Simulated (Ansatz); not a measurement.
## A relaxed cell of Y2Cd2As3 against its rivals

Atoms and cell were relaxed at zero pressure (-3.5 % in volume from the start). The relaxed cell:

```yaml
crystal:
  lattice:
    - [0.00000, 4.19597, 0.00000]
    - [7.71995, -2.09798, 0.10345]
    - [-0.94901, 2.09798, -10.22010]
  atoms:
    - { symbol: Y, position: [0.26506, 0.86283, 0.33270] }
    - { symbol: Y, position: [0.73494, 0.13717, 0.66730] }
    - { symbol: Y, position: [0.40321, 0.76486, 0.95844] }
    - { symbol: Y, position: [0.59679, 0.23514, 0.04156] }
    - { symbol: Cd, position: [0.04741, 0.79045, 0.69562] }
    - { symbol: Cd, position: [0.95259, 0.20955, 0.30438] }
    - { symbol: Cd, position: [0.40352, 0.48246, 0.67543] }
    - { symbol: Cd, position: [0.59648, 0.51754, 0.32457] }
    - { symbol: As, position: [0.11373, 0.08531, 0.85785] }
    - { symbol: As, position: [0.88627, 0.91469, 0.14215] }
    - { symbol: As, position: [0.17265, 0.50119, 0.15588] }
    - { symbol: As, position: [0.82735, 0.49881, 0.84412] }
    - { symbol: As, position: [0.37464, 0.22369, 0.47440] }
    - { symbol: As, position: [0.62536, 0.77631, 0.52560] }
```

Space group C2/m (No. 12); conventional cell a = 15.441 Å, b = 4.196 Å, c = 12.173 Å, α = 90.00°, β = 123.03°, γ = 90.00°.

All energies were calculated with Ansatz 0.2.0 (PBE; 420 eV; 4×4×4 Γ-centred mesh; fermi-dirac occupations of width 0.100 eV). Spin: none; no U, no spin-orbit coupling.

What is its formation energy?

-0.716 eV an atom at 0 K against the elements' lowest computed crystals and the free molecules of gases, with no empirical correction.

Does it lie on the convex hull?

Among the phases that we computed and relaxed alike, the lowest mixture with other formulas is 7 % Cd + 36 % Cd3As2 + 57 % YAs (shares of atoms). The cell lies 217 meV an atom above it, so it would gain by splitting into them.

The start was: a known structure type with other elements put in, at an estimated volume. An invented cell need not be a known compound.

Caveats: differences under 20 meV an atom lie within the error of meshes and cutoff; the k mesh is coarse if the cell is a metal; the relaxation keeps the start's symmetry, so a distorted cell may lie lower.
